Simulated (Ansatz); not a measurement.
ZnS:
```xyz
4
Lattice="3.8452 0.0000 0.0000 -1.9226 3.3300 0.0000 0.0000 0.0000 6.3055" Properties=species:S:1:pos:R:3 pbc="T T T"
Zn     1.9226     1.1100     6.3046
Zn     0.0000     2.2200     3.1519
S      1.9226     1.1100     3.9431
S      0.0000     2.2200     0.7904
```

Relaxed with PBE.

Question: Give the optical modes at the zone centre with their infrared and Raman activity from DFPT, plane-wave PAW PBE (Ansatz code).

Answer: Transverse frequencies, without the LO–TO term; a row sums one degenerate level.

```
ω (cm⁻¹)  degeneracy  IR ((D/Å)²/amu)  Raman (Å⁴/amu)  activity  symmetry
--------  ----------  ---------------  --------------  --------  --------
70                 2             0.00            0.15     Raman        E2
188                1             0.00               0    silent        B1
257                1             9.28             3.7  IR+Raman        A1
263                2            16.63             3.4  IR+Raman        E1
268                2             0.00             4.9     Raman        E2
321                1             0.00               0    silent        B1
```

Question: How high does the top mode go among those that the LO–TO term moves?

Answer: 327 cm⁻¹ for q along x, 327 cm⁻¹ for q along y, 327 cm⁻¹ for q along z.

Space group P6_3mc (wurtzite). Symmetry was held in the PBE relaxation; phonons on a q-mesh show no instability.

Potentials: the later of the program's two PAW sets.
